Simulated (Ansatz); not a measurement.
LiBr:
```yaml
crystal:
  lattice:
    - [0.00000, 2.65496, 2.65496]
    - [2.65496, 0.00000, 2.65496]
    - [2.65496, 2.65496, 0.00000]
  atoms:
    - { symbol: Li, position: [0.00000, 0.00000, 0.00000] }
    - { symbol: Br, position: [0.50000, 0.50000, 0.50000] }
```

Relaxed with LDA.

**Question.** Decompose the optical modes at the zone centre into irreducible representations, and say which are infrared and Raman allowed.

**Answer.** Point group m-3m: Γ_opt = T1u. Infrared: T1u. Raman: none.

**Question.** Assign frequencies (DFPT, LDA (plane waves, PAW; program Ansatz); without the LO–TO term).

**Answer.** T1u 196 cm⁻¹.

Space group Fm-3m (rock salt). Symmetry was held in the LDA relaxation; phonons on a q-mesh show no instability.

Potentials: the later of the program's two PAW sets.
